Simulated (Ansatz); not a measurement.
MoW (CsCl type), relaxed and computed with several functionals in Ansatz (plane waves, PAW).

| functional | a (Å) | B₀ by P(V) fit (GPa) |
|---|---|---|
| PBE | 3.172 | 280 |
| PBEsol | 3.142 | 300 |
| r²SCAN | 3.160 | 295 |

Typed or built starts, not in the databases checked: MoW, CsCl type. All cells were relaxed under the symmetry of their starts (and spin orders); stability against distortions was not tested throughout. Rows with no word on spin ran without spin polarisation. Spin–orbit coupling is left out wherever it is not named.

Potentials: the later of the program's two PAW sets.

Ansatz (a first-principles code) is a plane-wave DFT program.
